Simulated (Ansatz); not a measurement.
A geometry of ScOF away from equilibrium: the start of the relaxation of a generated cell, ScOF built in the AFLOW prototype ABC_tP6_129_c_a_c (E0_1, as in PbClF). Method: PBEsol (plane waves to 420 eV, PAW, scalar-relativistic; Ansatz, a quantum-chemistry and plane-wave program). Γ-centred k-mesh 7×7×4 on the run's cell (coarser than for final values), Fermi–Dirac smearing 0.05 eV.

```xyz
6
Lattice="3.3972 0.0000 0.0000 0.0000 3.3972 0.0000 0.0000 0.0000 5.9894" Properties=species:S:1:pos:R:3 pbc="T T T"
Sc     1.6986     0.0000     1.2326
Sc     0.0000     1.6986     4.7567
O      1.6986     0.0000     3.8913
O      0.0000     1.6986     2.0981
F      0.0000     0.0000     0.0000
F      1.6986     1.6986     0.0000
```

### Question
Which atoms carry the largest force, and which way does it point?

### Answer
6.29 eV/Å, on Sc1, Sc2 (atoms numbered as listed); on Sc1 its components are (0.00, 0.00, 6.29).

### Question
What is the pressure?

### Answer
-13.7 GPa, compression positive.

No spin polarisation in the result.

The run could not lose the symmetry of its start.

The first start was generated by placing the elements on the sites of a structure type. Materials Project lists a structure of ScOF in the same space group, P4/nmm (No. 129); the sites were not compared with it, nor with measured phases.
